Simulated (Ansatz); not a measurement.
A relaxation computed with Ansatz, from input to last step.

```yaml
crystal:
  lattice:
    - [-1.9226734291, 1.9226734291, 4.3114047973]
    - [1.9226734291, -1.9226734291, 4.3114047973]
    - [1.9226734291, 1.9226734291, -4.3114047973]
  atoms:
    - { symbol: Ti, position: [0.0, 0.0, 0.0] }
    - { symbol: Al, position: [0.5, 0.5, 0.0] }
    - { symbol: Al, position: [0.75, 0.25, 0.5] }
    - { symbol: Al, position: [0.25, 0.75, 0.5] }
basis:
  ecutwfc: 420
kpoints:
  mp_grid: { grid: [16, 16, 16] }
hamiltonian:
  xc: pbesol
scf:
  occupations: { method: gaussian, width: 0.1 }
output:
  forces: true
  stress: true
  eigenvalues: true
relax:
  adjacent_minimum: "off"
  f_tol: 0.005
  max_steps: 50
  cell: { stress_tol: 0.05 }
```

```bash
ansatz run input.yaml --threads 1 --pin off --max-ram 2560MiB --backend cpu --events-out ev --progress --plain --runs-dir out
```

Level of theory: DFT PBEsol, scalar-relativistic, plane waves, PAW in Ansatz.

Of 5 frames 4 are shown, positions in Å and forces in eV/Å; the SCF threshold varies from step to step. Steps run on the plane waves of an earlier cell, with a Pulay correction in the pressure. The basis is chosen afresh for the last frame, the zero of the energies, and at times for earlier ones too; energy and pressure step there, also at an unchanged geometry.

```xyz
4
Lattice="-1.9227 1.9227 4.3114 1.9227 -1.9227 4.3114 1.9227 1.9227 -4.3114" Properties=species:S:1:pos:R:3:forces:R:3 pbc="T T T" step=1 free_energy_over_end_meV_per_atom=2.97 pressure_GPa=-2.51
Ti    0.0000    0.0000    0.0000    0.0000    0.0000    0.0000
Al    0.0000    0.0000    4.3114    0.0000    0.0000    0.0000
Al    0.0000    1.9227    2.1557    0.0000    0.0000    0.0000
Al    1.9227    0.0000    2.1557    0.0000    0.0000    0.0000
4
Lattice="-1.9039 1.9039 4.2456 1.9039 -1.9039 4.2456 1.9039 1.9039 -4.2456" Properties=species:S:1:pos:R:3:forces:R:3 pbc="T T T" step=2 free_energy_over_end_meV_per_atom=0.72 pressure_GPa=1.30
Ti    0.0000    0.0000    0.0000    0.0000    0.0000    0.0000
Al    0.0000    0.0000    4.2456    0.0000    0.0000    0.0000
Al    0.0000    1.9039    2.1228    0.0000    0.0000    0.0000
Al    1.9039    0.0000    2.1228    0.0000    0.0000    0.0000
4
Lattice="-1.9079 1.9079 4.2784 1.9079 -1.9079 4.2784 1.9079 1.9079 -4.2784" Properties=species:S:1:pos:R:3:forces:R:3 pbc="T T T" step=3 free_energy_over_end_meV_per_atom=-0.09 pressure_GPa=-0.04
Ti    0.0000    0.0000    0.0000    0.0000    0.0000    0.0000
Al    0.0000    0.0000    4.2784    0.0000    0.0000    0.0000
Al    0.0000    1.9079    2.1392    0.0000    0.0000    0.0000
Al    1.9079    0.0000    2.1392    0.0000    0.0000    0.0000
4
Lattice="-1.9079 1.9079 4.2768 1.9079 -1.9079 4.2768 1.9079 1.9079 -4.2768" Properties=species:S:1:pos:R:3:forces:R:3 pbc="T T T" step=5 free_energy_over_end_meV_per_atom=0.00 pressure_GPa=-0.01
Ti    0.0000    0.0000    0.0000    0.0000    0.0000    0.0000
Al    0.0000    0.0000    4.2768    0.0000    0.0000    0.0000
Al    0.0000    1.9079    2.1384    0.0000    0.0000    0.0000
Al    1.9079    0.0000    2.1384    0.0000    0.0000    0.0000
```

It took 2.2 min on 1 thread of AMD EPYC (Zen 3), with other jobs on the host, peak memory 0.63 GiB.